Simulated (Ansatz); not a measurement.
Ta3N5:
```xyz
16
Lattice="1.9364 -5.1301 0.0000 1.9364 5.1301 0.0000 0.0000 0.0000 10.2956" Properties=species:S:1:pos:R:3 pbc="T T T"
Ta     1.9364     3.1112     2.5739
Ta     1.9364    -3.1112     7.7217
Ta     1.9364    -3.7620     4.5305
Ta     1.9364     3.7620     5.7651
Ta     1.9364     3.7620     9.6783
Ta     1.9364    -3.7620     0.6173
N      1.9364     4.6481     3.9251
N      1.9364    -4.6481     6.3705
N      1.9364    -4.6481     9.0729
N      1.9364     4.6481     1.2227
N      1.9364    -1.9706     5.9104
N      1.9364     1.9706     4.3852
N      1.9364     1.9706     0.7626
N      1.9364    -1.9706     9.5330
N      1.9364     2.6985     7.7217
N      1.9364    -2.6985     2.5739
```

r²SCAN (plane waves, PAW; program Ansatz) gives a gap of 1.59 eV without spin–orbit coupling, maximum on the Σ0–Γ line, 51 % of the way from Σ0, minimum at Y.

Q: What happens when spin–orbit coupling is switched on?

A: The gap increases by 0.02 eV, to 1.61 eV; maximum on the Σ0–Γ line, 51 % of the way from Σ0, minimum at Y.

Q: Give the electron effective mass with spin–orbit coupling.

A: 0.20, 0.79, 3.0 mₑ (principal values).

Q: Give the hole effective mass with spin–orbit coupling.

A: 0.46, 0.59, 0.69 mₑ (principal values).

Space group Cmcm. The workflow started from a Materials Project entry (that database holds measured and hypothetical structures alike); the Crystallography Open Database files this formula in space group No. 63, but the cells were not matched. Whether it is the stable phase at ambient conditions was not checked. The cell was relaxed with r²SCAN under the symmetry of its start; whether a distortion lowers the energy is not shown. No spin polarisation was allowed.

Potentials: the later of the program's two PAW sets.
